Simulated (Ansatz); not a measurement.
ZrCuGe in space group Pnma (No. 62; Zr on 4c, Cu on 4c, Ge on 4c), plane-wave PAW r²SCAN (Ansatz code), all energies at zero smearing, with the estimated change up to a 700 eV cutoff added, with one set of potentials and settings (totals compare only within such a set). Cell of 12 atoms (4 Zr, 4 Cu, 4 Ge): -60524.586 eV.

```
element                reference phase  E (eV/atom)
-------  -----------------------------  -----------
Zr       P6_3/mmc, 2 atoms in the cell   -4195.0547
Cu          Fm-3m, 1 atoms in the cell   -6631.2549
Ge          Fd-3m, 2 atoms in the cell   -4302.9121
```

Formation energy per atom, worked out: (-60524.586 − 4×(-4195.0547) − 4×(-6631.2549) − 4×(-4302.9121))/12 = -0.642 eV/atom (-62 kJ per mol of atoms), at 0 K, without zero-point energy or fitted corrections.

The first step of the workflow began from a Materials Project structure, measured or hypothetical; the Crystallography Open Database copy checked does not list it. Its standing as an ambient phase is unchecked. The r²SCAN relaxation kept the symmetry of its start; its stability against distortions is not shown here. The run is not spin-polarised. The references are the lowest solids computed at this level, not always the standard phases.

Potentials: the earlier of the program's two PAW sets.
